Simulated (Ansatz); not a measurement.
YB₂Ir₃:
Space group P6/mmm (No. 191); a = b = 5.4081 Å, c = 3.1241 Å, α = β = 90.00°, γ = 120.00°

```
atom  site  symmetry       x       y       z
----  ----  --------  ------  ------  ------
B       2c      -6m2  0.3333  0.6667  0.0000
Y       1a     6/mmm  0.0000  0.0000  0.0000
Ir      3g       mmm  0.5000  0.5000  0.5000
```

Relaxed at zero pressure with PBEsol (plane waves, PAW; program Ansatz).

Q: The volume is lowered by 6 % and shape and atoms relax at that volume. What pressure results, and how do the axes share the change?

A: 18.9 GPa; a -1.8 %, b -1.8 %, c -2.4 %; the energy rises by 44 meV/atom.

Q: Give the new structure.

A: 
Space group P6/mmm (No. 191); a = b = 5.308 Å, c = 3.048 Å, α = β = 90.00°, γ = 120.00°

| atom | site | symmetry | x | y | z |
|---|---|---|---|---|---|
| B | 2c | -6m2 | 0.3333 | 0.6667 | 0.0000 |
| Y | 1a | 6/mmm | 0.0000 | 0.0000 | 0.0000 |
| Ir | 3g | mmm | 0.5000 | 0.5000 | 0.5000 |

The phase is kept; no other phase was compared at this pressure.

The workflow started from an entry of the Crystallography Open Database (COD); the relaxed space group is not among those it files for this formula. COD files the formula under space group No. 12, so this cell is another polymorph or a model. Whether it is the stable phase at ambient conditions was not checked. Symmetry was held in the PBEsol relaxation; its stability against distortions is not shown here. No spin polarisation was allowed. Spin–orbit coupling is left out wherever it is not named.

Potentials: the later of the program's two PAW sets.
